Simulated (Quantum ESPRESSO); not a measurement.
Inputs of pw.x and gipaw.x (a modified build of Quantum ESPRESSO, PBE) for KMgF₃; the starting potential comes from an earlier run on another mesh:

```
&CONTROL
  calculation = 'scf'
  prefix = 'x'
  pseudo_dir = './pseudo'
  outdir = './out'
  tprnfor = .true.
/
&SYSTEM
  ibrav = 0
  nat = 5
  ntyp = 3
  ecutwfc = 45
  ecutrho = 180
  occupations = 'fixed'
  nbnd = 20
/
&ELECTRONS
  conv_thr = 1e-11
  startingpot = 'file'
/
ATOMIC_SPECIES
K 39.098 K.GGA_PBE-JTH.UPF
Mg 24.305 Mg.GGA_PBE-JTH.UPF
F 18.998 F.GGA_PBE-JTH.UPF
CELL_PARAMETERS angstrom
    3.958577650000     0.000000000000     0.000000000000
    0.000000000000     3.958577650000     0.000000000000
    0.000000000000     0.000000000000     4.018254700000
ATOMIC_POSITIONS crystal
K      0.500000000000     0.500000000000     0.500000000000
Mg     0.000000000000     0.000000000000     0.000000000000
F      0.000000000000     0.500000000000     0.000000000000
F      0.500000000000     0.000000000000     0.000000000000
F      0.000000000000     0.000000000000     0.500000000000
K_POINTS automatic
4 4 4 1 1 1
```

```
&INPUTGIPAW
  job = 'nmr'
  prefix = 'x'
  tmp_dir = './out/'
  restart_mode = 'from_scratch'
  pawproj(1) = .true.
  pawproj(2) = .true.
  pawproj(3) = .true.
  use_nmr_macroscopic_shape = .false.
/
```

The cell was made here from a computed Materials Project entry: strained by +1 % along the cube axis and by -0.5 % across it, atoms relaxed (PBE without dispersion, pw.x of Quantum ESPRESSO, symmetry kept). The parent is KMgF3 in Pm-3m; whether this form has been observed was not checked. Stability against distortions was not tested.

**Question.** Predict the shielding tensors that the run ends with.

**Answer.** 
```
     Total NMR chemical shifts in ppm: ---------------------------------------
     (adopting the Simpson convention for anisotropy and asymmetry)-----------

     Atom  1  K   pos: (  0.500000  0.500000  0.507538)  Total sigma:        1180.29
          1180.8571         -0.0000         -0.0000
            -0.0000       1180.8571          0.0000
             0.0000         -0.0000       1179.1490

     K       1    anisotropy:     -1.71    eta:    0.0000
     K       1    sigma_11=   1180.86
     K       1    sigma_22=   1180.86
     K       1    sigma_33=   1179.15

     Atom  2  Mg  pos: (  0.000000  0.000000  0.000000)  Total sigma:         554.65
           555.9840          0.0000         -0.0000
             0.0000        555.9840          0.0000
            -0.0000          0.0000        551.9904

     Mg      2    anisotropy:     -3.99    eta:    0.0000
     Mg      2    sigma_11=    555.98
     Mg      2    sigma_22=    555.98
     Mg      2    sigma_33=    551.99

     Atom  3  F   pos: (  0.000000  0.500000  0.000000)  Total sigma:         332.93
           330.5593         -0.0000          0.0000
            -0.0000        336.7576          0.0000
             0.0000         -0.0000        331.4740

     F       3    anisotropy:      5.74    eta:    0.2390
     F       3    sigma_11=    331.47
     F       3    sigma_22=    330.56
     F       3    sigma_33=    336.76

     Atom  4  F   pos: (  0.500000  0.000000  0.000000)  Total sigma:         332.93
           336.7576         -0.0000          0.0000
            -0.0000        330.5593          0.0000
             0.0000          0.0000        331.4740

     F       4    anisotropy:      5.74    eta:    0.2390
     F       4    sigma_11=    331.47
     F       4    sigma_22=    330.56
     F       4    sigma_33=    336.76

     Atom  5  F   pos: (  0.000000  0.000000  0.507538)  Total sigma:         330.78
           330.4133         -0.0000          0.0000
            -0.0000        330.4133         -0.0000
             0.0000          0.0000        331.5253

     F       5    anisotropy:      1.11    eta:    0.0000
     F       5    sigma_11=    330.41
     F       5    sigma_22=    330.41
     F       5    sigma_33=    331.53
```
The printed anisotropy is 3/2 (σ_33 − σ_iso) in the program's own order; the axes are left out here. Anisotropies that symmetry doesn't fix are less certain than the isotropic values. Shieldings are absolute and leave out the bulk-susceptibility term; a larger σ means a smaller chemical shift. By our sweeps, such settings leave a few ppm in absolute σ. The datasets of Mg hold no d projectors, which limits absolute σ on these atoms.
